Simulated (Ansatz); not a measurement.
NaHF2, DFT, LDA, PAW with Ansatz's default frozen-core files, scalar-relativistic (Ansatz 0.2.0), run on 1 thread of Arm Neoverse V2 on a shared host.

The geometry is COD entry 1010284, unchecked; take it as a test cell. It is an old determination, and later ones may differ. The listed cell was then made from it by scaling, straining or moving an atom.

Command: `ansatz run input.yaml --threads 1 --pin off --max-ram 4096MiB --backend cpu --events-out ev --progress --plain --runs-dir out`

```yaml
crystal:
  lattice:
    - [1.7284452171, 0.9979183114, 4.5924819918]
    - [-1.7284452171, 0.9979183114, 4.5924819918]
    - [0.0, -1.9958366228, 4.5924819918]
  atoms:
    - { symbol: Na, position: [0.0, 0.0, 0.0] }
    - { symbol: H, position: [0.5, 0.5, 0.5] }
    - { symbol: F, position: [0.41, 0.41, 0.41] }
    - { symbol: F, position: [0.59, 0.59, 0.59] }
kpoints:
  mp_grid: { grid: [10, 10, 10] }
scf:
  occupations: { method: fermi_dirac, width: 0.02 }
hamiltonian:
  xc: lda
  pseudopotentials: { kind: paw }
output:
  forces: true
  stress: true
  eigenvalues: true
  efg: { contact_densities: true }
```

(1) How large is the problem that the program sets up?

(2) Estimate the wall time and the peak memory.

(3) And the same cell and mesh by crystal-made all-electron datasets, asked for forces, stress, eigenvalues, efg, on the same hardware?

Answers

(1) 116 irreducible k-points, 933 plane waves at Γ, 16 bands.

(2) 3.8 s of wall time for 6 SCF iterations, with a peak of 0.35 GiB. Times on shared machines scatter by tens of per cent.

(3) 31 s, peak memory 1.1 GiB.
